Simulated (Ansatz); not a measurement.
TiO2:
Space group P4₂/mnm (No. 136); a = 4.591 Å, b = 4.591 Å, c = 2.939 Å, α = 90.00°, β = 90.00°, γ = 90.00°

```tsv
atom	site	symmetry	x	y	z
Ti	2a	m.mm	0.0000	0.0000	0.0000
O	4f	m.2m	0.3044	0.3044	0.0000
```

Relaxed with PBEsol in the plane-wave PAW code Ansatz. Indices refer to the conventional cell of P4_2/mnm, a = b = 4.5912 Å, c = 2.9391 Å, α = β = γ = 90.00°.

Q: Simulate the powder diffraction pattern (Fe Kα, λ = 1.93735 Å; lines above 1 %) up to 2θ = 90°.

A: Simulated powder pattern, Fe Kα, λ = 1.93735 Å (kinematic, ideal powder, no thermal factors, no anomalous dispersion; the 30 strongest lines at most, above 1 %, up to 2θ = 90°):

```json
[
 {"2θ (°)": "34.72", "d (Å)": "3.246", "I/Imax (%)": "100", "hkl": "(110)"},
 {"2θ (°)": "46.08", "d (Å)": "2.475", "I/Imax (%)": "44", "hkl": "(101)"},
 {"2θ (°)": "49.92", "d (Å)": "2.296", "I/Imax (%)": "6.5", "hkl": "(200)"},
 {"2θ (°)": "52.79", "d (Å)": "2.179", "I/Imax (%)": "18", "hkl": "(111)"},
 {"2θ (°)": "56.30", "d (Å)": "2.053", "I/Imax (%)": "6.4", "hkl": "(210)"},
 {"2θ (°)": "70.27", "d (Å)": "1.683", "I/Imax (%)": "55", "hkl": "(211)"},
 {"2θ (°)": "73.28", "d (Å)": "1.623", "I/Imax (%)": "17", "hkl": "(220)"},
 {"2θ (°)": "82.47", "d (Å)": "1.470", "I/Imax (%)": "8.3", "hkl": "(002)"},
 {"2θ (°)": "83.70", "d (Å)": "1.452", "I/Imax (%)": "8.7", "hkl": "(310)"}
]
```

The PBEsol relaxation kept the symmetry of its start. No spin polarisation was allowed.

Potentials: the later of the program's two PAW sets.
